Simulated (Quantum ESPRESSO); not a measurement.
Ca2ZnMgO4, a curve over strain

A calculation, not a measurement. The program is pw.x of Quantum ESPRESSO 7.5 (plane-wave density functional theory). The cell is made up: 8 atoms on a rocksalt lattice, with randomly drawn elements, strain and displacements, not relaxed. PseudoDojo standard norm-conserving files (v0.5 for PBE, v0.4.1 for LDA and PBEsol) set the functional; there is no spin polarisation, spin-orbit coupling or dispersion term, and the masses in the input are unused placeholders.

Seven runs add a strain to one cell (the same linear strain along x, y and z); the atoms follow the cell and are not relaxed. Stress in the table is positive in tension.

Input of the run at +0.0009:

```
&control calculation='scf', pseudo_dir='./dojo.nc.sr.pbe.v0_5.standard.upf', outdir='./o', disk_io='medium', tprnfor=.true., tstress=.true. /
&system ibrav=0, nat=8, ntyp=4, nbnd=43, ecutwfc=84.00895049, nosym=.true., tot_charge=0,
 occupations='smearing', smearing='fd', degauss=0.0018374661
/
&electrons conv_thr=7.350e-09, electron_maxstep=60, /
ATOMIC_SPECIES
Ca 1.0 Ca.upf
Mg 1.0 Mg.upf
O 1.0 O.upf
Zn 1.0 Zn.upf
CELL_PARAMETERS angstrom
4.7301 0.0012 -0.0356
0.0012 4.6547 0.0352
-0.0356 0.0352 4.6907
ATOMIC_POSITIONS angstrom
Ca 0.1244 -0.0428 -0.0893
Ca 0.0578 2.144 2.3371
Zn 2.2614 -0.1523 2.3991
Mg 2.2685 2.3312 0.0789
O 2.3674 0.0818 -0.0742
O 2.2239 2.2956 2.5198
O 4.677 -0.064 2.1105
O 4.6675 2.2409 -0.1171
K_POINTS automatic
4 4 4 1 1 1
```

| added strain | free energy less that of the input shown (eV) | stress xx (GPa) | stress yy (GPa) | stress zz (GPa) | stress xy (GPa) | pressure (GPa) | iterations |
| --- | --- | --- | --- | --- | --- | --- | --- |
| -0.0234 | -0.0312 | -3.11 | -4.70 | -3.60 | -0.06 | 3.81 | 12 |
| -0.0106 | -0.0631 | 1.48 | 0.35 | 1.22 | 0.02 | -1.02 | 12 |
| -0.0080 | -0.0562 | 2.32 | 1.27 | 2.10 | 0.03 | -1.90 | 12 |
| -0.0035 | -0.0339 | 3.69 | 2.78 | 3.54 | 0.06 | -3.34 | 12 |
| +0.0009 | 0.0000 | 4.95 | 4.17 | 4.87 | 0.08 | -4.66 | 12 |
| +0.0117 | 0.1289 | 7.71 | 7.22 | 7.77 | 0.13 | -7.56 | 12 |
| +0.0218 | 0.3044 | 9.90 | 9.65 | 10.08 | 0.16 | -9.88 | 12 |

A cubic fit gives a slope of stress xx against the added strain of 280 GPa at zero added strain, with the atoms clamped. Across the table the free energy follows the integral of the stress to within 2.9 meV. A rerun of one of the cells at 1437 eV and a 6 x 6 x 6 mesh moved values by no more than 0.002 eV in energy, 0.04 GPa in stress and 0.006 eV/Å in force.